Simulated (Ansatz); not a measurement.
AlCo:
```
CELL_PARAMETERS angstrom
      2.82271     0.00000     0.00000
      0.00000     2.82271     0.00000
      0.00000     0.00000     2.82271
ATOMIC_POSITIONS crystal
  Al 0.00000 0.00000 0.00000
  Co 0.50000 0.50000 0.50000
```

Relaxed with PBEsol. Special points in fractions of this cell's reciprocal vectors: Γ (0.000, 0.000, 0.000); X (0.000, 0.500, 0.000); M (0.500, 0.500, 0.000); R (0.500, 0.500, 0.500).

**Question.** List the band energies nearest the Fermi level at these points for the program Ansatz at the PBEsol level (PAW).

**Answer.** In eV from the Fermi level; about four levels below and three above (degenerate sets whole), none deeper than 8.9 eV; points with the same levels are listed once.

```
k                          below                  above
-  -----------------------------  ---------------------
Γ  -3.14 -3.14 -0.86 -0.86 -0.86         6.06 6.06 6.06
X        -2.52 -1.78 -1.78 -0.74  0.17 8.39 10.65 10.65
M  -2.77 -2.77 -1.57 -1.57 -0.27        2.46 3.68 13.04
R  -4.09 -4.09 -4.09 -0.23 -0.23         2.32 2.32 2.32
```

Space group Pm-3m (CsCl type). The cell was relaxed with PBEsol under the symmetry of its start. The workflow began spin-polarised and lost its moments.

Potentials: the later of the program's two PAW sets.
